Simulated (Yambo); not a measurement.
G0W0@PBEsol for a free-standing NaOH monolayer (symmetry P4/nmm, slab cell 18.1 Å high) in Yambo. Reference settings: 6×6×1 Γ-centred k mesh, bands 3 to 136 and a 7 Ry block in the screening, 136 bands in G with the Bruneval-Gonze terminator, plasmon pole fitted at 27.2 eV, slab-truncated Coulomb interaction, stochastic integration of W near q = 0. The PBEsol gap Γ → Γ on this mesh is 2.82 eV; G0W0 gaps are taken between the same points.

The settings were changed. The gap went from 6.12 eV to 6.12 eV, and the shift of the valence edge from -2.23 eV to -2.17 eV.

Task: What was changed between the two runs?
A. no stochastic integration of W
B. 52 bands in G, no terminator
C. 88 bands in W, 88 bands in G
D. pole fitted at 40 eV

Result: C, 88 bands in W, 88 bands in G. The others gave (gap, valence shift): no stochastic integration of W: 6.51, -2.47 eV; pole fitted at 40 eV: 6.16, -2.27 eV; 52 bands in G, no terminator: 5.64, -1.61 eV.

Geometry relaxed with PBEsol; primitive cell a = b = 3.372 Å, c = 18.100 Å, α = β = γ = 90.00°.

This is a model layer cut from the bulk structure; whether it is stable on its own was not checked.

A shift is the quasiparticle energy of the state minus its PBEsol energy.
